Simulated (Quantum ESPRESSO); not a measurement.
# Ga3SiO5N: a curve over strain

Computed values, not a measurement. The program is pw.x of Quantum ESPRESSO 7.5 (plane-wave density functional theory). The cell is made up: 10 atoms on a corundum lattice, with randomly drawn elements, strain and displacements, not relaxed. PseudoDojo standard norm-conserving files (v0.5 for PBE, v0.4.1 for LDA and PBEsol) set the functional; there is no spin polarisation, spin-orbit coupling or dispersion term, and the masses in the input are unused placeholders.

Seven runs add a strain to one cell (the same along x and y); the atoms follow the cell and are not relaxed. Stress in the table is positive in tension.

Input of the run at +0.0064:

```
&control calculation='scf', pseudo_dir='./dojo.nc.sr.pbe.v0_5.standard.upf', outdir='./o', disk_io='low', tprnfor=.true., tstress=.true. /
&system ibrav=0, nat=10, ntyp=4, nbnd=45, ecutwfc=84.00895049, nosym=.true., tot_charge=0,
 occupations='smearing', smearing='fd', degauss=0.0018374661
/
&electrons conv_thr=7.350e-09, electron_maxstep=60, /
ATOMIC_SPECIES
Ga 1.0 Ga.upf
N 1.0 N.upf
O 1.0 O.upf
Si 1.0 Si.upf
CELL_PARAMETERS angstrom
2.3943 1.3479 4.4739
-2.5309 1.4342 4.5219
0.0064 -3.0363 4.5791
ATOMIC_POSITIONS angstrom
Ga 0.1445 0.0825 4.6902
Ga -0.0839 -0.0809 1.9222
Ga -0.1609 -0.2135 8.8942
Si -0.1307 -0.2731 11.6498
O -1.0527 1.3337 7.8949
O -0.7816 -1.6763 8.027
O 1.6643 -0.152 8.0418
O 0.7781 -1.6581 5.4166
N 0.6811 1.3914 5.6284
O -1.7218 -0.2141 5.8878
K_POINTS automatic
6 5 5 1 1 1
```

| added strain | free energy less that of the input shown (eV) | stress xx (GPa) | stress yy (GPa) | stress zz (GPa) | stress xy (GPa) | pressure (GPa) | next band up at Gamma (eV) | iterations |
| --- | --- | --- | --- | --- | --- | --- | --- | --- |
| -0.0233 | 0.3963 | -24.63 | -16.69 | -15.79 | -5.90 | 19.04 | 1.727 | 13 |
| -0.0177 | 0.2712 | -20.84 | -12.74 | -13.92 | -5.82 | 15.83 | 1.627 | 13 |
| -0.0097 | 0.1346 | -15.78 | -7.45 | -11.44 | -5.70 | 11.56 | 1.485 | 13 |
| +0.0064 | 0.0000 | -6.65 | 1.99 | -7.07 | -5.44 | 3.91 | 1.196 | 13 |
| +0.0222 | 0.0317 | 1.01 | 9.87 | -3.49 | -5.17 | -2.46 | 0.914 | 13 |
| +0.0246 | 0.0495 | 2.08 | 10.96 | -3.00 | -5.13 | -3.35 | 0.872 | 13 |

Question: one run is left out of the table, at +0.0127. Estimate its stress xx (GPa).

Answer: -3.46. The whole row:

```
added strain  free energy less that of the input shown (eV)  stress xx (GPa)  stress yy (GPa)  stress zz (GPa)  stress xy (GPa)  pressure (GPa)  next band up at Gamma (eV)  iterations
     +0.0127                                        -0.0060            -3.46             5.29            -5.56            -5.34            1.24                       1.083          13
```

A cubic fit gives a slope of stress xx against the added strain of 557 GPa at zero added strain, with the atoms clamped. Across the table the free energy follows the integral of the stress to within 3.2 meV. A rerun of one of the cells at 1437 eV and a 8 x 7 x 7 mesh moved values by no more than 0.003 eV in energy, 0.02 GPa in stress and 0.002 eV/Å in force. The band column is the level of band 40 at Gamma less that of band 39, whose number is half the electron count, rounded up; it comes from a band step after each run.